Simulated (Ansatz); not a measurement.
AlGa3N4:
Space group Pm (No. 6); a = 5.142 Å, b = 3.165 Å, c = 5.478 Å, α = γ = 90.00°, β = 90.04°

```json
[
 {"atom": "Al", "site": "1b", "symmetry": "m", "x": "0.0006", "y": "0.5000", "z": "0.6674"},
 {"atom": "Ga", "site": "1b", "symmetry": "m", "x": "0.4991", "y": "0.5000", "z": "0.3349"},
 {"atom": "Ga", "site": "1a", "symmetry": "m", "x": "0.4990", "y": "0.0000", "z": "0.8315"},
 {"atom": "Ga", "site": "1a", "symmetry": "m", "x": "0.9998", "y": "0.0000", "z": "0.1662"},
 {"atom": "N", "site": "1b", "symmetry": "m", "x": "0.1196", "y": "0.5000", "z": "0.3401"},
 {"atom": "N", "site": "1a", "symmetry": "m", "x": "0.1176", "y": "0.0000", "z": "0.8264"},
 {"atom": "N", "site": "1a", "symmetry": "m", "x": "0.6204", "y": "0.0000", "z": "0.1662"},
 {"atom": "N", "site": "1b", "symmetry": "m", "x": "0.6312", "y": "0.5000", "z": "0.6673"}
]
```

Relaxed with PBEsol.

Task: Which orbitals make up the states near the band edges in PBEsol in the plane-wave PAW code Ansatz?

Result: Top 1 eV of the valence band: N 2p 88 %, Ga 4p 7 %. Bottom 1 eV of the conduction band: N 2s 39 %, Ga 4s 28 %, N 2p 16 %, Ga 4p 8 %, Al 3s 5 %. Projections are on Löwdin-orthogonalised atomic valence shells; empty p or d shells of many metals are not among them.

Task: Tabulate the density of states.

Result: States/eV per cell of 8 atoms, in 0.25 eV bins, energy from the valence-band maximum.

```
E (eV)  total  N 2p  Ga 4p  Ga 4s
------  -----  ----  -----  -----
-7.85    0.00  0.00   0.00   0.00
-7.60    0.00  0.00   0.00   0.00
-7.35    0.00  0.00   0.00   0.00
-7.10    0.00  0.00   0.00   0.00
-6.85    0.08  0.04   0.01   0.02
-6.60    1.02  0.54   0.13   0.27
-6.35    2.29  1.23   0.26   0.63
-6.10    3.91  2.13   0.38   1.07
-5.85    4.49  2.46   0.39   1.17
-5.60    4.18  2.32   0.35   0.94
-5.35    2.14  1.21   0.18   0.37
-5.10    3.22  1.86   0.33   0.44
-4.85    2.54  1.48   0.29   0.26
-4.60    2.39  1.40   0.35   0.21
-4.35    1.67  0.99   0.25   0.15
-4.10    2.68  1.68   0.44   0.20
-3.85    2.97  1.92   0.47   0.18
-3.60    2.87  1.88   0.45   0.15
-3.35    3.18  2.13   0.50   0.15
-3.10    3.31  2.28   0.51   0.14
-2.85    3.79  2.70   0.56   0.13
-2.60    4.46  3.27   0.64   0.12
-2.35    4.57  3.44   0.62   0.10
-2.10    5.51  4.22   0.72   0.11
-1.85    5.49  4.32   0.65   0.09
-1.60    6.29  5.08   0.68   0.08
-1.35    7.50  6.23   0.75   0.06
-1.10    6.01  5.09   0.55   0.04
-0.85    4.06  3.52   0.31   0.02
-0.60    2.72  2.40   0.17   0.01
-0.35    2.01  1.82   0.09   0.00
-0.10    0.66  0.61   0.02   0.00
0.15     0.00  0.00   0.00   0.00
0.40     0.00  0.00   0.00   0.00
0.65     0.00  0.00   0.00   0.00
0.90     0.00  0.00   0.00   0.00
1.15     0.00  0.00   0.00   0.00
1.40     0.00  0.00   0.00   0.00
1.65     0.00  0.00   0.00   0.00
1.90     0.00  0.00   0.00   0.00
2.15     0.00  0.00   0.00   0.00
2.40     0.00  0.00   0.00   0.00
2.65     0.02  0.00   0.00   0.01
2.90     0.07  0.01   0.00   0.02
3.15     0.10  0.02   0.01   0.03
3.40     0.15  0.03   0.02   0.04
3.65     0.22  0.04   0.03   0.05
3.90     0.30  0.06   0.05   0.06
4.15     0.47  0.09   0.10   0.08
4.40     1.14  0.16   0.30   0.18
4.65     2.12  0.28   0.60   0.31
4.90     3.17  0.44   0.94   0.45
5.15     3.59  0.51   1.14   0.47
5.40     4.16  0.63   1.39   0.46
5.65     4.02  0.64   1.33   0.46
5.90     3.24  0.53   1.04   0.43
6.15     3.29  0.57   1.00   0.50
6.40     2.85  0.55   0.84   0.41
6.65     2.21  0.45   0.59   0.38
6.90     1.64  0.38   0.41   0.34
7.15     2.59  0.62   0.67   0.58
```

The workflow started from a Materials Project entry (that database holds measured and hypothetical structures alike); the Crystallography Open Database copy checked does not list it. With Al and Ga taken as one species the cell has the higher symmetry P6_3mc, so it may be an ordered model of a mixed-site phase. Whether it is the stable phase at ambient conditions was not checked. The PBEsol relaxation kept the symmetry of its start; of distortions, only those at the zone centre were tested. Scalar-relativistic: spin–orbit coupling is off unless named, which matters more the heavier the elements.

Potentials: the later of the program's two PAW sets.
